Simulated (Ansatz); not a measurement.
## Relaxation path: SiO2 (rutile type)

DFT, LDA, PAW with Ansatz's default frozen-core files, scalar-relativistic (Ansatz 0.2.0); a Γ-centred 8×8×11 k mesh, Fermi–Dirac smearing of 0.08 eV, no spin polarisation. The run relaxes shape and atoms at held volume.

Command: `ansatz run input.yaml --threads 2 --pin off --max-ram 5120MiB --backend cpu --events-out ev --progress --plain --runs-dir out` It took 14 s on 2 threads of Arm Neoverse N1, with other jobs on the host, peak memory 0.32 GiB.

```yaml
crystal:
  lattice:
    - [3.5428547876, 0.0, 0.0]
    - [0.0, 3.5428547876, 0.0]
    - [0.0, 0.0, 2.2694160207]
  atoms:
    - { symbol: Si, position: [0.0, 0.0, 0.0] }
    - { symbol: Si, position: [0.5, 0.5, 0.5] }
    - { symbol: O, position: [0.3055797227, 0.3055797227, 0.0] }
    - { symbol: O, position: [0.6944202773, 0.6944202773, 0.0] }
    - { symbol: O, position: [0.8055797227, 0.1944202773, 0.5] }
    - { symbol: O, position: [0.1944202773, 0.8055797227, 0.5] }
kpoints:
  mp_grid: { grid: [8, 8, 11] }
scf:
  occupations: { method: fermi_dirac, width: 0.08 }
hamiltonian:
  xc: lda
  pseudopotentials: { kind: paw }
output:
  forces: true
  stress: true
relax:
  f_tol: 0.005
  max_steps: 30
  cell: { stress_tol: 0.32, fix: [volume] }
```

Each step lists its free energy a cell above the last geometry, the pressure, the cell vectors (Å), and Cartesian positions (Å) with forces (eV/Å).

The first step:

```
step 1  dF = 486.50 meV  P = 418.2 GPa
  cell 3.5429 0.0000 0.0000  0.0000 3.5429 0.0000  0.0000 0.0000 2.2694
  Si 0.0000 0.0000 0.0000   0.0000 0.0000 0.0000
  Si 1.7714 1.7714 1.1347   0.0000 0.0000 0.0000
  O 1.0826 1.0826 0.0000   -3.7687 -3.7687 0.0000
  O 2.4602 2.4602 0.0000   3.7687 3.7687 0.0000
  O 2.8541 0.6888 1.1347   -3.7687 3.7687 0.0000
  O 0.6888 2.8541 1.1347   3.7687 -3.7687 0.0000
```

The PAW files were made under PBE.

Where does the relaxation end, and by which steps?

After 5 geometries, with conventional a, b, c = 3.518, 3.518, 2.302 Å, at 4.748 Å³/atom and 408.4 GPa in space group P4_2/mnm, with a shortest distance of 1.483 Å. The further steps:
```
step 2  dF = 167.02 meV  P = 412.8 GPa
  cell 3.5302 0.0000 0.0000  0.0000 3.5302 0.0000  0.0000 0.0000 2.2857
  Si 0.0000 0.0000 0.0000   0.0000 0.0000 0.0000
  Si 1.7651 1.7651 1.1429   0.0000 0.0000 0.0000
  O 1.0684 1.0684 0.0000   -2.2321 -2.2321 0.0000
  O 2.4618 2.4618 0.0000   2.2321 2.2321 0.0000
  O 2.8335 0.6967 1.1429   -2.2321 2.2321 0.0000
  O 0.6967 2.8335 1.1429   2.2321 -2.2321 0.0000
step 3  dF = 1.19 meV  P = 408.5 GPa
  cell 3.5134 0.0000 0.0000  0.0000 3.5134 0.0000  0.0000 0.0000 2.3076
  Si 0.0000 0.0000 0.0000   0.0000 0.0000 0.0000
  Si 1.7567 1.7567 1.1538   0.0000 0.0000 0.0000
  O 1.0487 1.0487 0.0000   -0.0680 -0.0680 0.0000
  O 2.4647 2.4647 0.0000   0.0680 0.0680 0.0000
  O 2.8054 0.7080 1.1538   -0.0680 0.0680 0.0000
  O 0.7080 2.8054 1.1538   0.0680 -0.0680 0.0000
step 4  dF = 0.69 meV  P = 408.5 GPa
  cell 3.5145 0.0000 0.0000  0.0000 3.5145 0.0000  0.0000 0.0000 2.3061
  Si 0.0000 0.0000 0.0000   0.0000 0.0000 0.0000
  Si 1.7573 1.7573 1.1531   0.0000 0.0000 0.0000
  O 1.0487 1.0487 0.0000   -0.0541 -0.0541 0.0000
  O 2.4658 2.4658 0.0000   0.0541 0.0541 0.0000
  O 2.8060 0.7086 1.1531   -0.0541 0.0541 0.0000
  O 0.7086 2.8060 1.1531   0.0541 -0.0541 0.0000
step 5  dF = 0.00 meV  P = 408.4 GPa
  cell 3.5180 0.0000 0.0000  0.0000 3.5180 0.0000  0.0000 0.0000 2.3017
  Si 0.0000 0.0000 0.0000   0.0000 0.0000 0.0000
  Si 1.7590 1.7590 1.1508   0.0000 0.0000 0.0000
  O 1.0487 1.0487 0.0000   0.0012 0.0012 0.0000
  O 2.4692 2.4692 0.0000   -0.0012 -0.0012 0.0000
  O 2.8077 0.7102 1.1508   0.0012 -0.0012 0.0000
  O 0.7102 2.8077 1.1508   -0.0012 0.0012 0.0000
step 6  dF = -0.25 meV  P = 408.4 GPa  (same geometry on a basis chosen anew; earlier energies don't compare to the last digit)
  cell 3.5180 0.0000 0.0000  0.0000 3.5180 0.0000  0.0000 0.0000 2.3017
  Si 0.0000 0.0000 0.0000   0.0000 0.0000 0.0000
  Si 1.7590 1.7590 1.1508   0.0000 0.0000 0.0000
  O 1.0487 1.0487 0.0000   0.0012 0.0012 0.0000
  O 2.4692 2.4692 0.0000   -0.0012 -0.0012 0.0000
  O 2.8077 0.7102 1.1508   0.0012 -0.0012 0.0000
  O 0.7102 2.8077 1.1508   -0.0012 0.0012 0.0000
```
